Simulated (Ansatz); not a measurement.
GaN:
```yaml
crystal:
  lattice:
    - [0.00000, 2.09054, 2.09054]
    - [2.09054, 0.00000, 2.09054]
    - [2.09054, 2.09054, 0.00000]
  atoms:
    - { symbol: Ga, position: [0.00000, 0.00000, 0.00000] }
    - { symbol: N, position: [0.50000, 0.50000, 0.50000] }
```

Relaxed with LDA. Special points in fractions of this cell's reciprocal vectors: Γ (0.000, 0.000, 0.000); X (0.500, 0.000, 0.500); U (0.625, 0.250, 0.625); K (0.375, 0.375, 0.750); L (0.500, 0.500, 0.500); W (0.500, 0.250, 0.750).

List the band energies nearest the valence-band maximum at these points for LDA in the plane-wave PAW code Ansatz.

In eV from the valence-band maximum; about four levels below and three above (degenerate sets whole), none deeper than 8.9 eV; … stands for higher levels left out; points with the same levels are listed once.

| k | below | above |
|---|---|---|
| Γ | -0.58 -0.58 -0.58 | 2.65 … |
| X | -7.43 -3.21 -3.21 | 0.59 7.78 … |
| U | -6.42 -5.97 -2.23 | 3.21 9.03 … |
| L | -8.53 -0.18 -0.18 | 4.80 … |
| W | -5.58 -5.58 -4.82 | 5.21 10.03 … |

Space group Fm-3m (rock salt). This is a known high-pressure phase of the composition, computed here at zero pressure and temperature. The LDA relaxation kept the symmetry of its start; phonons on a q-mesh show no instability. Spin–orbit coupling is left out wherever it is not named.

Potentials: the earlier of the program's two PAW sets.
